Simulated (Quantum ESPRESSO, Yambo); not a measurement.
Ba2WZnO6 (space group Fm-3m, No. 225). The geometry is that of Materials Project entry mp-548615, symmetrised and not relaxed again. Chain: PBEsol (pw.x of Quantum ESPRESSO, ONCV potentials, without SOC); G0W0 in Yambo (2×2×2 Γ-centred k mesh, bands 6 to 222 and a 7 Ry block in the screening, 222 bands in G with the Bruneval-Gonze terminator, plasmon pole fitted at 27.2 eV); BSE (4×4×4 mesh, 22 valence and 9 conduction bands, static screening with 97 bands and a 3 Ry block, scissor 1.56 eV, Tamm-Dancoff).

The PBEsol gap (dense path) comes out as 2.88 eV, the PBEsol gap Γ → X on the GW mesh is 2.88 eV and the PBEsol smallest direct gap on the GW mesh, at X is 2.93 eV. The G0W0 direct gap at that point is 4.49 eV and the G0W0 correction to the gap Γ → X is 1.56 eV. The direct gap on the BSE mesh, with the scissor is 4.49 eV. The first BSE state allowed for light along x is 4.08 eV. The lowest BSE state comes out as 3.62 eV. The binding of the lowest exciton is 0.87 eV.

Rough cost of the Yambo steps against G0W0 for 6 states: BSE about 6×.

Nearest settings tried, and what they do to the gap: 151 bands in G: +8 meV; 151 bands in W, 151 bands in G: +58 meV; 6 Ry block (283 vectors against 331): -0 meV. Not varied: mesh. So the settings aren't converged at that level. Oxides, nitrides and fluorides with a shallow 3d shell are known to need far more bands and larger blocks. The k mesh is coarse. The BSE states are vertical excitations (zero momentum). Convergence of the binding with the mesh was not shown.

Without spin-orbit coupling, band edges of such heavy elements can be off by tenths of an eV.
